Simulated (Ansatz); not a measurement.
Vibrational response of AlRu

Theory: Ansatz 0.2.0, DFT PBE, scalar-relativistic, plane waves, PAW. Cutoff 420 eV, 20×20×20 k-points (Γ-centred), Fermi-Dirac smearing of 0.15 eV. No spin polarisation. Phonons by linear response, acoustic sum rule imposed.

Relaxed structure:
```yaml
crystal:
  lattice:
    - [3.00601, 0.00000, 0.00000]
    - [0.00000, 3.00601, 0.00000]
    - [0.00000, 0.00000, 3.00601]
  atoms:
    - { symbol: Al, position: [0.00000, 0.00000, 0.00000] }
    - { symbol: Ru, position: [0.50000, 0.50000, 0.50000] }
```

The cell has the caesium chloride type, in a space group that the Crystallography Open Database lists for this formula; it was reached from a generator's guess. In a metal, frequencies depend on the k mesh and the smearing, soft modes most.

Optical modes at Γ:
```csv
frequency (cm⁻¹),degeneracy
306,3
```

All 3 optical modes at Γ are real: no displacement of atoms at fixed cell lowers the energy to second order. Strains and modes at other wave vectors aren't tested by this run.
